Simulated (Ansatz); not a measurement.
Values for one crystal, relaxed and computed with r²SCAN in the plane-wave PAW code Ansatz; other levels are named.

```yaml
volume_per_atom: 24.16 Å³
electronic_character: metallic (no gap)
Density of states at the Fermi level: 0.60 states/eV per atom (mean over ±0.08 eV)
Formation energy from the elements (no fitted shifts): -0.34 eV/atom
```

Problem. Pick the material that matches.
A. LuZn, CsCl type
B. ScCu, CsCl type
C. LuCd, CsCl type
D. LuAl3, Cu3Au type

Solution. C, LuCd, CsCl type

Space group Pm-3m (CsCl type). The workflow started from a Materials Project entry (that database holds measured and hypothetical structures alike); the Crystallography Open Database copy checked does not list it. With Lu and Cd taken as one species the cell has the higher symmetry Im-3m, so it may be an ordered model of a mixed-site phase. Whether it is the stable phase at ambient conditions was not checked. The r²SCAN relaxation kept the symmetry of its start; its stability against distortions is not shown here. The references are the lowest solids computed at this level, not always the standard phases. Scalar-relativistic: spin–orbit coupling is off unless named, which matters more the heavier the elements.

Potentials: the later of the program's two PAW sets.
